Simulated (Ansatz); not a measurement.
# InAs: computed property card

InAs:
```xyz
12
Lattice="7.5232 0.0000 0.0000 0.0000 7.5232 0.0000 0.0000 0.0000 7.5232" Properties=species:S:1:pos:R:3 pbc="T T T"
In     1.8808     0.0000     3.7616
In     3.7616     1.8808     0.0000
In     3.7616     5.6424     0.0000
In     5.6424     0.0000     3.7616
In     0.0000     3.7616     5.6424
In     0.0000     3.7616     1.8808
As     1.8808     3.7616     0.0000
As     0.0000     1.8808     3.7616
As     0.0000     5.6424     3.7616
As     5.6424     3.7616     0.0000
As     3.7616     0.0000     5.6424
As     3.7616     0.0000     1.8808
```

Space group Pm-3n (No. 223); conventional cell a = 7.5232 Å, b = 7.5232 Å, c = 7.5232 Å, α = 90.00°, β = 90.00°, γ = 90.00°.

Method: r²SCAN in the plane-wave PAW code Ansatz. Structure relaxed to zero pressure with the same functional. Other levels are named where they apply.

Cell and energy:

```yaml
volume_per_atom: 35.48 Å³
density: 4.44 g/cm³
```

Electronic structure:

```yaml
band_gap: 0.12 eV (direct)
valence_band_maximum: at Γ
conduction_band_minimum: at Γ
electron_effective_mass: 0.009 mₑ (isotropic)
Hole effective mass, band 1 of 3 at the edge: 1.8 along [100], 1.8 along [110], 0.43 along [111] (mₑ)
Hole effective mass, band 2 of 3 at the edge: 1.8 along [100], 0.31 along [110], 0.43 along [111] (mₑ)
Hole effective mass, band 3 of 3 at the edge: 0.009 along [100], 0.009 along [110], 0.009 along [111] (mₑ)
HSE06 gap on the r²SCAN cell: 0.46 eV
Gap with spin–orbit coupling: 0.03 eV
```

Mechanics:

```yaml
Bulk modulus (Birch–Murnaghan fit): 43.6 GPa
Pressure derivative B′: 4.8
```

Charges:

```yaml
bader_charges: In +0.85, As -0.85 e
```

The start of the workflow was typed in or built on a structure type; neither database checked (COD, Materials Project) lists it. It is not the phase usual at ambient conditions (space group No. 216). The r²SCAN relaxation kept the symmetry of its start; whether a distortion lowers the energy is not shown. The volume moved by 26 % from the start of the relaxation. Scalar-relativistic: spin–orbit coupling is off unless named, which matters more the heavier the elements.

Potentials: the earlier of the program's two PAW sets. The files were generated under PBE; for other functionals the program regenerates the frozen cores, and for LDA and PBEsol the local potential too.
